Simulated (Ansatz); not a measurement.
The relaxed structure here is a generated cell of KZnI3: the first start was made by placing the elements on the sites of a structure type, and the end was not matched to a known phase here, so it may be hypothetical.

A structure of KZnI3 relaxed with r2SCAN (plane waves to 500 eV, PAW, scalar-relativistic; Ansatz, a program for electronic structure); single points at other levels follow on the same geometry (Ansatz, PAW; HSE06 at 420 eV on a 3×2×3 k-mesh; no spin-orbit coupling). Space group Pnma (No. 62).

```
KZnI3
1.0
    7.97957     0.00000     0.00000
    0.00000    11.30734     0.00000
    0.00000     0.00000     8.20352
K Zn I
4 4 12
Cartesian
  3.56251   2.82684   8.09707
  7.55230   2.82684   4.20821
  4.41706   8.48051   0.10645
  0.42727   8.48051   3.99531
  0.00000   0.00000   0.00000
  3.98978   5.65367   4.10176
  0.00000   5.65367   0.00000
  3.98978   0.00000   4.10176
  0.21447   2.82684   0.74635
  4.20426   2.82684   3.35542
  7.76510   8.48051   7.45718
  3.77531   8.48051   4.84811
  2.11894   6.17415   1.50285
  6.10872  10.78687   2.59891
  5.86063   0.52048   6.70067
  1.87085   5.13319   5.60461
  5.86063   5.13319   6.70067
  1.87085   0.52048   5.60461
  2.11894  10.78687   1.50285
  6.10872   6.17415   2.59891
```

```
level   gap (eV)    kind  conduction minimum
------  --------  ------  ------------------
r2SCAN      1.79  direct                   Γ
HSE06        ___       –                 ___
```

**Question.** Fill in the missing entries.

**Answer.** 
- HSE06, gap (eV): 2.27
- HSE06, conduction minimum: Γ

For this cell size the semilocal gaps come from the SCF mesh and high-symmetry points. No spin polarisation in the result.

The run could not lose the symmetry of its start: the end is stationary, and may be a saddle point rather than a minimum.
